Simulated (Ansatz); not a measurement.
A trial cell of InO2 went into the relaxation workflow.

A trial structure of InO2 was built thus: random cell by space group and Wyckoff sites (P4/mmm, No. 123). Lengths were set from tabulated atomic sizes, so they are only a guess.

```cif
data_structure
_symmetry_space_group_name_H-M 'P4/mmm'
_symmetry_Int_Tables_number 123
_cell_length_a 3.6118
_cell_length_b 3.6118
_cell_length_c 3.7224
_cell_angle_alpha 90.000
_cell_angle_beta 90.000
_cell_angle_gamma 90.000
_cell_volume 48.56
loop_
_atom_site_label
_atom_site_type_symbol
_atom_site_symmetry_multiplicity
_atom_site_Wyckoff_symbol
_atom_site_fract_x
_atom_site_fract_y
_atom_site_fract_z
_atom_site_occupancy
In1 In 1 b 0.00000 0.00000 0.50000 1
O1 O 2 e 0.00000 0.50000 0.50000 1
```

Level of theory: DFT PBE, scalar-relativistic, plane waves, PAW (Ansatz).

Input of the final relaxation:

```yaml
crystal:
  lattice:
    - [4.0333533021, 0.0, 0.0]
    - [0.0, 4.0333533021, 0.0]
    - [0.0, 0.0, 4.7465368377]
  atoms:
    - { symbol: In, position: [0.0, 0.0, 0.5] }
    - { symbol: O, position: [0.0, 0.5, 0.5], spin: 0.44 }
    - { symbol: O, position: [0.5, 0.0, 0.5], spin: 0.44 }
basis:
  ecutwfc: 420
kpoints:
  mp_grid: { grid: [12, 12, 10] }
hamiltonian:
  xc: pbe
scf:
  occupations: { method: gaussian, width: 0.1 }
output:
  forces: true
  stress: true
  eigenvalues: true
  populations: true
magnetization:
  spin_polarized: true
relax:
  adjacent_minimum: "off"
  f_tol: 0.01
  max_steps: 80
  cell: { stress_tol: 0.05 }
```

```bash
ansatz run input.yaml --threads 1 --pin off --max-ram 2560MiB --backend cpu --events-out ev --progress --plain --runs-dir out
```

Last lines of the log:

```
  P = ⅓ Tr σ = 0.0240 GPa (0.240 kbar)
--- Band table (eV; the first three rows and the last of 336) ---
  k-point 0 ↑: bands = ["-18.1649", "-17.8814", "-13.3784", "-13.3784", "-13.1239", "-13.0844", "-11.5020", "-4.4491", "-4.4491", "-2.6722", "-1.7514", "-1.7514", "-1.2409", "0.7548", "5.6188", "5.9567", "10.0891"]
  k-point 1 ↑: bands = ["-18.1648", "-17.8814", "-13.3784", "-13.3784", "-13.1239", "-13.0842", "-11.5020", "-4.4489", "-4.4489", "-2.6826", "-1.7515", "-1.7515", "-1.2422", "0.7877", "5.2165", "6.4051", "10.1310"]
  k-point 2 ↑: bands = ["-18.1647", "-17.8814", "-13.3785", "-13.3785", "-13.1239", "-13.0836", "-11.5020", "-4.4485", "-4.4485", "-2.7087", "-1.7512", "-1.7512", "-1.2447", "0.8765", "4.7470", "7.0173", "10.1989"]
  k-point 167 ↓: bands = ["-16.3939", "-16.3939", "-13.8530", "-13.7632", "-13.4451", "-13.4451", "-13.2508", "-6.4948", "-1.7659", "-1.0939", "-1.0939", "0.0883", "0.5198", "3.7756", "6.5444", "8.4702", "8.4702"]
End of that report.
Error: SIGTERM received: cancelled by the caller after 1 completed SCF iterations
```

Problem. Why is there no result?

Solution. The run was cut off at its time limit. It had made 28 ionic steps, with the energy down by 0.011 eV/atom and the largest force component at 0.000 eV/Å. The volume went from 25.7 to 31.6 Å³/atom. No property of the compound can be read from it.

The run took 30 min on 1 thread of Intel(R) Xeon(R) Processor @ 2.50GHz (Skylake/Cascade Lake), with other jobs on the host, peak memory 0.7 GiB.
